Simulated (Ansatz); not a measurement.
**Hf4Si: relaxed-ion elastic tensor**

Method: Ansatz 0.2.0, DFT PBE, scalar-relativistic, plane waves, PAW. Plane waves to 420 eV; Γ-centred k mesh 6×6×6; Gaussian smearing of 0.10 eV. No spin polarisation.

Relaxed structure:
```xyz
10
Lattice="6.2510 0.0000 0.0000 0.0000 6.2510 0.0000 0.0000 0.0000 5.5219" Properties=species:S:1:pos:R:3 pbc="T T T"
Hf    4.1381    1.0126    4.1282
Hf    5.2385    4.1381    4.1282
Hf    2.1129    1.0126    1.3937
Hf    4.1381    5.2385    1.3937
Hf    1.0126    2.1129    4.1282
Hf    5.2385    2.1129    1.3937
Hf    1.0126    4.1381    1.3937
Hf    2.1129    5.2385    4.1282
Si    3.1255    3.1255    0.0000
Si    0.0000    0.0000    0.0000
```

The structure comes from a proposed guess, relaxed at this level; another structure or a mixture of phases may lie lower. In a metal, frequencies and elastic constants depend on the k mesh and the smearing, soft modes and shear constants most. Spin–orbit coupling is left out, which matters for heavy elements.

(1) Give the relaxed-ion elastic constants (GPa, Voigt order xx yy zz yz xz xy, on the Cartesian axes of the cell above).

(2) Is the crystal stable against homogeneous strain?

## Answers

(1)
C11 = 188.0, C12 = 52.4, C13 = 78.1, C22 = 188.0, C23 = 78.1, C33 = 180.1, C44 = 18.9, C55 = 18.9, C66 = 54.4 GPa; the others vanish.

(2) Too close to call: the least eigenvalue is 18.9 GPa, within what the k mesh leaves open in a metal.
